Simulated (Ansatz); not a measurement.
Cu:
```xyz
1
Lattice="0.0000 1.7592 1.7592 1.7592 0.0000 1.7592 1.7592 1.7592 0.0000" Properties=species:S:1:pos:R:3 pbc="T T T"
Cu     0.0000     0.0000     0.0000
```

Relaxed with LDA. Special points in fractions of this cell's reciprocal vectors: Γ (0.000, 0.000, 0.000); X (0.500, 0.000, 0.500); U (0.625, 0.250, 0.625); K (0.375, 0.375, 0.750); L (0.500, 0.500, 0.500); W (0.500, 0.250, 0.750).

Q: List the band energies nearest the Fermi level at these points for DFT-LDA in the program Ansatz with PAW potentials.

A: In eV from the Fermi level; about four levels below and three above (degenerate sets whole), none deeper than 8.9 eV; … stands for higher levels left out; points with the same levels are listed once.

```json
[
 {"k": "Γ", "below": "-3.29 -3.29 -3.29 -2.32 -2.32", "above": "…"},
 {"k": "X", "below": "-4.89 -1.69 -1.51 -1.51", "above": "1.39 …"},
 {"k": "U", "below": "-4.48 -3.00 -2.17 -1.74", "above": "4.52 …"},
 {"k": "L", "below": "-3.32 -3.32 -1.67 -1.67 -1.25", "above": "…"},
 {"k": "W", "below": "-3.88 -3.88 -2.38 -1.51", "above": "…"}
]
```

Space group Fm-3m (fcc (Cu type)). Symmetry was held in the LDA relaxation. No spin polarisation was allowed.

Potentials: the later of the program's two PAW sets.
